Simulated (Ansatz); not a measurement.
Zn(CH3)2 on a (110) slab of W (Im-3m (No. 229)), 3 planes, outer planes W (top) and W (bottom), 1 a cell of 63.5 Å², relaxed and still whole (its atoms last):

```yaml
crystal:
  lattice:
    - [8.20830, 0.00000, 0.00000]
    - [-2.73610, 7.73886, 0.00000]
    - [0.00000, 0.00000, 27.06983]
  atoms:
    - { symbol: W, position: [0.16667, 0.16667, 0.29553] }
    - { symbol: W, position: [0.16667, 0.50000, 0.29553] }
    - { symbol: W, position: [0.16667, 0.83333, 0.29553] }
    - { symbol: W, position: [0.50000, 0.16667, 0.29553] }
    - { symbol: W, position: [0.50000, 0.50000, 0.29553] }
    - { symbol: W, position: [0.50000, 0.83333, 0.29553] }
    - { symbol: W, position: [0.83333, 0.16667, 0.29553] }
    - { symbol: W, position: [0.83333, 0.50000, 0.29553] }
    - { symbol: W, position: [0.83333, 0.83333, 0.29553] }
    - { symbol: W, position: [0.33287, 0.33354, 0.37626] }
    - { symbol: W, position: [0.33295, 0.66629, 0.37631] }
    - { symbol: W, position: [0.33464, 0.99869, 0.37641] }
    - { symbol: W, position: [0.66756, 0.33410, 0.37523] }
    - { symbol: W, position: [0.66490, 0.66843, 0.37657] }
    - { symbol: W, position: [0.66704, 0.00039, 0.37631] }
    - { symbol: W, position: [0.00070, 0.33264, 0.37636] }
    - { symbol: W, position: [0.99924, 0.66579, 0.37523] }
    - { symbol: W, position: [0.99979, 0.00047, 0.37626] }
    - { symbol: W, position: [0.49683, 0.50136, 0.45624] }
    - { symbol: W, position: [0.49533, 0.83801, 0.46648] }
    - { symbol: W, position: [0.51071, 0.17655, 0.45521] }
    - { symbol: W, position: [0.83187, 0.50145, 0.45639] }
    - { symbol: W, position: [0.83197, 0.83650, 0.45623] }
    - { symbol: W, position: [0.83661, 0.16762, 0.45677] }
    - { symbol: W, position: [0.16572, 0.49674, 0.45677] }
    - { symbol: W, position: [0.15679, 0.82262, 0.45520] }
    - { symbol: W, position: [0.17001, 0.16337, 0.45841] }
    - { symbol: Zn, position: [0.33162, 0.00163, 0.53414] }
    - { symbol: C, position: [0.26491, 0.06532, 0.59934] }
    - { symbol: H, position: [0.18657, 0.94769, 0.61873] }
    - { symbol: H, position: [0.38162, 0.13037, 0.62105] }
    - { symbol: H, position: [0.18936, 0.15220, 0.59494] }
    - { symbol: C, position: [0.49577, 0.83758, 0.54897] }
    - { symbol: H, position: [0.59057, 0.93353, 0.57184] }
    - { symbol: H, position: [0.39977, 0.74293, 0.57186] }
    - { symbol: H, position: [0.57439, 0.75874, 0.53111] }
```

Computed with Ansatz, DFT PBE+D3(BJ), scalar-relativistic, plane waves, PAW. Plane waves to 420 eV, a k mesh through Γ of 3×3×1 on the computed 36-atom cell and Gaussian smearing (0.10 eV); no spin polarisation. The cell repeats along c with a dipole correction in the vacuum.

It binds with 1.91 eV a molecule against the clean slab and the free molecule (no zero-point or thermal terms); its shortest contact is H–W 2.05 Å. Take first-order desorption with no barrier to adsorption, no reaction on the face and an assumed prefactor of 10^13 s⁻¹.

Problem. How long does a molecule stay at 473 K?

Solution. τ = ν⁻¹·exp(E/k_BT) with k_BT = 0.0408 eV: E/k_BT = 46.9, so τ ≈ 2×10^7 s. It doesn't desorb at this temperature.

Problem. Where does its peak lie in a desorption experiment heated at 5 K/s?

Solution. The peak obeys E/(k_B·T_p²) = (ν/β)·exp(−E/k_BT_p). Solving gives T_p ≈ 705 K (E/k_BT_p = 31.4). An error of 0.1 eV in E moves it by about 37 K, and larger molecules have larger prefactors, which lowers it.

Problem. Is this physisorption or chemisorption?

Solution. The tightest contact, C–W 2.23 Å, is 0.94 times the sum of covalent radii, and deformation and lateral interaction add up to +2.17 eV. This is chemisorption.

The molecule may also break up before it leaves, which wasn't tried.